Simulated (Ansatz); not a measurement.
Data:

GeSe:
```yaml
crystal:
  lattice:
    - [10.62833, 0.00000, 0.00000]
    - [0.00000, 3.83188, 0.00000]
    - [0.00000, 0.00000, 4.20199]
  atoms:
    - { symbol: Ge, position: [0.11938, 0.25000, 0.10558] }
    - { symbol: Ge, position: [0.88062, 0.75000, 0.89442] }
    - { symbol: Ge, position: [0.38062, 0.75000, 0.60558] }
    - { symbol: Ge, position: [0.61938, 0.25000, 0.39442] }
    - { symbol: Se, position: [0.85634, 0.25000, 0.49199] }
    - { symbol: Se, position: [0.14366, 0.75000, 0.50801] }
    - { symbol: Se, position: [0.64366, 0.75000, 0.99199] }
    - { symbol: Se, position: [0.35634, 0.25000, 0.00801] }
```

This is the LDA-relaxed structure. x, y and z are the axes in which the lattice vectors are written.

Question: All from the program Ansatz at the LDA level (PAW), unless another level is named. Predict the hole effective mass.

Answer: 0.18, 0.28, 0.64 mₑ (principal values).

Question: And the formation energy from the elements (no fitted shifts)?

Answer: -0.22 eV/atom.

Question: And the conduction-band minimum?

Answer: on the Γ–Z line, 20 % of the way from Γ (k = 0.000, 0.000, -0.099 in fractions of the reciprocal vectors) (2 equivalent valleys).

Space group Pnma. Symmetry was held in the LDA relaxation. A crystal of weakly bound layers computed without a dispersion correction: the cell and the soft elastic constants depend strongly on that. The references are the lowest solids computed at this level, not always the standard phases. Scalar-relativistic: spin–orbit coupling is off unless named, which matters more the heavier the elements.

Potentials: the earlier of the program's two PAW sets. The files were generated under PBE; for other functionals the program regenerates the frozen cores, and for LDA and PBEsol the local potential too.

Edges and masses are those of Kohn–Sham bands, whose gap is no quasiparticle gap.
